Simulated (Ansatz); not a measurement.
Al2O3:
```
CELL_PARAMETERS angstrom
      4.85309    -2.76489     0.00000
      4.85309     2.76489     0.00000
      0.00000     0.00000     4.94066
ATOMIC_POSITIONS crystal
  Al 0.99261 0.67178 0.43124
  Al 0.00739 0.32822 0.93124
  Al 0.32822 0.00739 0.43124
  Al 0.67178 0.99261 0.93124
  O  0.78133 0.21867 0.99116
  O  0.21867 0.78133 0.49116
  O  0.89846 0.65879 0.08704
  O  0.10154 0.34121 0.58704
  O  0.34121 0.10154 0.08704
  O  0.65879 0.89846 0.58704
```

Relaxed with PBEsol. Independent-particle spectrum: no excitons, no local fields, no scissors shift; 0.1 eV broadening; ε₁ of the summed bands alone.

Problem. Tabulate the dielectric function from PBEsol in the plane-wave PAW code Ansatz.

Solution. 

```csv
E (eV),ε₁ xx,ε₂ xx,ε₁ yy,ε₂ yy,ε₁ zz,ε₂ zz
0.0,2.54,0.00,2.53,0.00,2.59,0.00
0.3,2.54,0.00,2.53,0.00,2.60,0.00
0.6,2.54,0.00,2.54,0.00,2.60,0.00
0.9,2.55,0.00,2.54,0.00,2.61,0.00
1.2,2.56,0.00,2.55,0.00,2.62,0.00
1.5,2.57,0.00,2.56,0.00,2.63,0.00
1.8,2.59,0.00,2.58,0.00,2.65,0.00
2.1,2.61,0.00,2.60,0.00,2.67,0.00
2.4,2.63,0.00,2.63,0.00,2.70,0.00
2.7,2.66,0.00,2.66,0.00,2.73,0.00
3.0,2.69,0.00,2.70,0.00,2.77,0.00
3.3,2.73,0.00,2.74,0.00,2.82,0.00
3.6,2.77,0.00,2.80,0.00,2.88,0.00
3.9,2.83,0.00,2.88,0.00,2.95,0.00
4.2,2.89,0.00,3.05,0.06,3.08,0.01
4.5,2.97,0.00,3.06,0.20,3.20,0.08
4.8,3.07,0.01,3.07,0.25,3.33,0.28
5.1,3.19,0.03,3.13,0.28,3.30,0.39
5.4,3.34,0.06,3.21,0.33,3.33,0.45
5.7,3.57,0.10,3.41,0.46,3.41,0.60
6.0,3.83,0.45,3.37,0.71,3.38,0.71
6.3,3.84,0.72,3.31,0.83,3.38,0.78
6.6,3.81,0.96,3.28,0.92,3.44,0.86
6.9,3.79,1.06,3.28,0.96,3.42,0.97
7.2,3.92,1.24,3.37,1.07,3.56,1.01
7.5,4.05,1.54,3.39,1.36,3.70,1.38
7.8,4.12,1.98,3.19,1.35,3.48,1.47
8.1,3.85,2.81,3.39,1.61,3.59,1.69
8.4,3.34,2.96,3.10,1.89,3.65,1.96
8.7,2.89,3.18,2.90,1.97,3.27,2.45
9.0,2.16,3.40,2.72,1.95,2.98,2.44
9.3,1.23,2.94,2.47,1.91,2.46,2.44
9.6,1.59,2.51,2.61,1.77,2.73,2.00
9.9,1.45,2.05,2.62,1.68,2.87,2.12
10.2,1.64,2.32,2.96,1.68,3.07,2.41
10.5,1.25,1.87,3.10,2.41,3.06,2.68
10.8,1.46,1.58,2.81,2.57,2.74,3.90
11.1,1.90,1.54,2.24,2.78,1.60,3.63
11.4,1.86,2.00,2.23,2.80,1.04,3.69
11.7,1.64,1.82,1.59,3.13,1.08,2.87
12.0,1.77,1.69,1.43,2.39,0.39,2.84
```

With all bands, ε∞ without local fields is 2.68 (xx), 2.66 (yy), 2.72 (zz). DFPT, with local fields, gives 2.58 (xx), 2.55 (yy), 2.64 (zz).

Space group Cmc2_1. The first step of the workflow began from a Materials Project structure, measured or hypothetical; the Crystallography Open Database copy checked does not list it. It is not the phase usual at ambient conditions (space group No. 167). The PBEsol relaxation kept the symmetry of its start; whether a distortion lowers the energy is not shown.

Potentials: the later of the program's two PAW sets.
